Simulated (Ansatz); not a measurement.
Zn₂SeS:
```cif
data_SSeZn2
_chemical_formula_sum 'Zn2 Se1 S1'
_space_group_name_H-M_alt 'P-4m2'
_space_group_IT_number 115
_space_group_name_Hall 'P -4 -2'
_cell_length_a 3.90885
_cell_length_b 3.90885
_cell_length_c 5.52486
_cell_angle_alpha 90.000
_cell_angle_beta 90.000
_cell_angle_gamma 90.000
loop_
_atom_site_label
_atom_site_type_symbol
_atom_site_symmetry_multiplicity
_atom_site_Wyckoff_symbol
_atom_site_fract_x
_atom_site_fract_y
_atom_site_fract_z
_atom_site_occupancy
Zn1 Zn 2 g 0.00000 0.50000 0.23707 1
Se1 Se 1 d 0.00000 0.00000 0.50000 1
S1 S 1 b 0.50000 0.50000 0.00000 1
```

Relaxed with r²SCAN. DFT-r²SCAN in the program Ansatz with PAW potentials gives a gap of 2.17 eV.

Q: What gap does HSE06 give on the same cell (Ansatz, PAW)?

A: 2.76 eV, 0.60 eV more. The hybrid was solved on a coarser mesh and at special points; its gap is the smallest among all of these.

Cost on shared cores: the r²SCAN run (SCF on a 7×7×5 mesh, then bands and DOS) roughly 100 core-seconds, the HSE06 run (SCF on 5×5×4, then a few points) roughly 2.0 core-minutes; the tasks are unlike.

The first step of the workflow began from a Materials Project structure, measured or hypothetical; the Crystallography Open Database copy checked does not list it. Its standing as an ambient phase is unchecked. The r²SCAN relaxation kept the symmetry of its start; whether a distortion lowers the energy is not shown. Spin–orbit coupling is left out wherever it is not named.

Potentials: the later of the program's two PAW sets.
